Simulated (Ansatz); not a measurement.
A geometry of Ti3Al away from equilibrium: step 4 of the relaxation of a generated cell, Ti3Al placed in the AFLOW prototype AB3_mC16_12_g_ij (D0_15, as in AlCl3). The numbers are results of PBEsol (plane waves to 420 eV, PAW, scalar-relativistic; Ansatz, an electronic-structure program), not measurements. Γ-centred k-mesh 7×7×6 on the run's cell (coarser than for final values), Fermi–Dirac smearing 0.05 eV. The plane waves were selected for a different cell earlier on the path.

```yaml
crystal:
  lattice:
    - [2.68277, -4.65455, -0.00905]
    - [2.68277, 4.65455, -0.00905]
    - [-1.76464, 0.00000, 5.47150]
  atoms:
    - { symbol: Al, position: [0.83439, 0.16561, 0.00000] }
    - { symbol: Al, position: [0.16561, 0.83439, 0.00000] }
    - { symbol: Ti, position: [0.30082, 0.30082, 0.31590] }
    - { symbol: Ti, position: [0.69918, 0.69918, 0.68410] }
    - { symbol: Ti, position: [0.90738, 0.60248, 0.31299] }
    - { symbol: Ti, position: [0.39752, 0.09262, 0.68701] }
    - { symbol: Ti, position: [0.09262, 0.39752, 0.68701] }
    - { symbol: Ti, position: [0.60248, 0.90738, 0.31299] }
```

Problem. Give the Cartesian forces on all atoms (eV/Å).

Solution. 
```csv
atom,Fx,Fy,Fz
Al1,0.00,-0.07,0.00
Al2,0.00,0.07,0.00
Ti3,-0.22,0.00,-0.79
Ti4,0.22,0.00,0.79
Ti5,0.04,-0.05,0.58
Ti6,-0.04,-0.05,-0.58
Ti7,-0.04,0.05,-0.58
Ti8,0.04,0.05,0.58
```

The path ends in C2/m (No. 12). No spin polarisation in the result.

The run could not lose the symmetry of its start: the end is stationary, and may be a saddle point rather than a minimum.

The end of the path is a generated cell of Ti3Al: the first start was made by placing the elements on the sites of a structure type, and the end was not matched to a known phase here, so it may be hypothetical. Known forms of Ti3Al include space group No. 194.
